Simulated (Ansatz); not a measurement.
FeSi2:
Space group Cmce (No. 64); a = 9.782 Å, b = 7.708 Å, c = 7.746 Å, α = β = γ = 90.00°

| atom | site | symmetry | x | y | z |
|---|---|---|---|---|---|
| Fe | 8f | m.. | 0.0000 | 0.1922 | 0.3126 |
| Fe | 8d | 2.. | 0.2839 | 0.0000 | 0.0000 |
| Si | 16g | 1 | 0.1265 | 0.4551 | 0.2734 |
| Si | 16g | 1 | 0.1284 | 0.2263 | 0.0502 |
(The calculation used a cell of 24 atoms; values per cell refer to that cell.)

Relaxed with PBEsol. PBEsol in the plane-wave PAW code Ansatz gives a gap of 0.74 eV.

Question: What gap does HSE06 give on the same cell (Ansatz, PAW)?

Answer: 1.63 eV, 0.89 eV more. The hybrid was solved on a coarser mesh and at special points; its gap is the smallest among all of these.

| k | v1 PBEsol | c1 PBEsol | v1 HSE06 | c1 HSE06 |
|---|---|---|---|---|
| Γ | -0.19 | 0.80 | -0.17 | 1.71 |
| Y | 0.00 | 0.81 | [?] | [?] |
| T | -0.32 | 0.89 | -0.52 | 1.78 |
| Z | -0.16 | 0.78 | -0.35 | 1.63 |
| S | -0.32 | 0.93 | [?] | [?] |
| R | -0.31 | 1.10 | -0.73 | 1.85 |
| Δ0 | -0.25 | 0.92 | [?] | [?] |
| B0 | -0.28 | 0.94 | [?] | [?] |

Question: Top valence (v1) and lowest conduction level (c1) in eV from each method's valence maximum (which need not be a listed point): supply the withheld HSE06 values.

Answer: 
- B0, v1 HSE06: -0.52
- B0, c1 HSE06: 1.77
- Y, v1 HSE06: 0.00
- Y, c1 HSE06: 1.72
- S, v1 HSE06: -0.35
- S, c1 HSE06: 1.70
- Δ0, v1 HSE06: -0.24
- Δ0, c1 HSE06: 1.80

Cost on shared cores: the PBEsol run (SCF on a 5×5×4 mesh, then bands and DOS) around 9 core-minutes (rough), the HSE06 run (SCF on 3×3×2, then a few points) around 30 core-minutes (rough); the tasks are unlike.

The first step of the workflow began from a Materials Project structure, measured or hypothetical; the Crystallography Open Database files this formula in space group No. 64, but the cells were not matched. Whether it is the stable phase at ambient conditions was not checked. The PBEsol relaxation kept the symmetry of its start; of distortions, only those at the zone centre were tested. No spin polarisation was allowed.

Potentials: the later of the program's two PAW sets.
